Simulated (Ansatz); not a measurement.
## Hydrogen-ended wire of SiC, Si22C22H34

Ansatz, PAW, plane waves. PBEsol relaxation at a 1×1×3 mesh; single points on the relaxed atoms at a 1×1×2 mesh, onto which points of the small cell's zone fold. No spin–orbit coupling unless named.

Relaxed structure:

```xyz
78
Lattice="13.7179 -13.7179 0.0000 7.9200 7.9200 -15.8400 4.3569 4.3569 4.3569" Properties=species:S:1:pos:R:3 pbc="T T T"
Si    7.7446   -1.6590   -5.5354
Si   12.0613   -5.9733   -5.5378
Si   12.0887   -1.6263   -9.9524
Si   12.1011   -1.6168   -5.5556
Si   12.0828    2.7290   -5.5400
Si   16.4471   -1.6323   -5.5427
Si    9.9409   -3.7782   -5.5647
Si    9.9231    0.5903   -9.9148
Si    9.9177    0.5384   -5.5401
Si   14.3065   -3.7909   -9.9175
Si   14.2575   -3.7991   -5.5427
Si   14.2830    0.5665   -5.5713
Si    9.9200   -1.6137   -7.7451
Si    9.9092   -1.6294   -3.3716
Si   14.2824   -1.6209   -7.7418
Si   14.2763   -1.6254   -3.3684
Si   14.0573    2.9313   -7.7005
Si   12.1041   -3.7966   -7.7464
Si   12.0911   -3.8100   -3.3729
Si   12.0945    0.5658   -7.7404
Si   12.0926    0.5569   -3.3670
Si   16.6448    0.3454   -7.7025
C     8.8263   -0.5671   -4.4827
C    13.1534   -4.8916   -4.4852
C    13.1526   -0.5627   -8.8137
C    13.1871   -0.5309   -4.4611
C    13.2048    3.8181   -4.5042
C    17.5357   -0.5105   -4.5066
C    11.0142   -2.7050   -4.4528
C    11.0277    1.6400   -8.8422
C    11.0163    1.6201   -4.4806
C    15.3566   -2.6870   -8.8446
C    15.3395   -2.7004   -4.4835
C    15.3661    1.6496   -4.4794
C    11.0021   -0.5287   -6.6474
C    10.9041   -0.4502   -2.3126
C    15.3692   -0.5443   -6.6488
C    15.3666   -0.5319   -2.2917
C    15.3293    3.8236   -6.6535
C    13.1892   -2.7146   -6.6487
C    13.2706   -2.8152   -2.3141
C    13.1710    1.6526   -6.6475
C    13.1859    1.6476   -2.2905
C    17.5387    1.6155   -6.6547
H    11.2581    1.8163   -0.2999
H    11.1487    3.5271   -1.9988
H    15.5374   -2.4603   -0.3020
H    17.2472   -2.5686   -2.0020
H    11.1972    3.5954   -6.3941
H    17.3139   -2.5164   -6.3982
H     8.1866    0.0708   -3.8433
H    13.7919   -5.5314   -3.8466
H    13.8011    0.0865   -9.4383
H     8.2077    0.1002   -8.2206
H    13.8187   -5.5074   -8.2237
H    13.4342   -0.2858   -0.3222
H    13.4083    5.8165   -6.4219
H     9.0287    1.4180   -6.3831
H    19.5321   -0.3050   -6.4261
H    15.1371   -4.6871   -6.3867
H    10.4240    2.3366   -8.2345
H    11.6779    2.2557   -9.4908
H    10.3742    2.2582   -3.8423
H    16.0528   -3.2915   -8.2372
H    15.9727   -2.0366   -9.4924
H    15.9784   -3.3426   -3.8461
H     9.0502   -2.5310   -2.5241
H    13.0290    3.9447   -8.1295
H    14.6092    2.3620   -8.9719
H    10.1882    0.2639   -1.8640
H    11.4084   -0.9527   -1.4732
H    11.6040    0.1001  -11.6627
H    11.1905   -4.6698   -2.5253
H    16.0708    0.9014   -8.9701
H    17.6579   -0.6806   -8.1382
H    12.7686   -2.3115   -1.4741
H    13.9853   -3.5312   -1.8665
H    13.8144   -2.1093  -11.6641
```

(1) What are the mean bond lengths by pair (pairs within 1.2 times the sum of covalent radii, less contacts 15 % beyond the pair's median; cation–cation pairs of compounds aside; long ionic contacts are cut short by that bound)?

(2) What gap lies between the top filled and the lowest empty level in the single points?

Results:

(1) C–H 1.106 ± 0.002 Å (standard deviation, 17 bonds); C–Si 1.882 ± 0.009 Å (standard deviation, 71 bonds); H–Si 1.505 ± 0.003 Å (standard deviation, 17 bonds).

(2) HSE06 4.19 eV (120 s on NVIDIA H100).
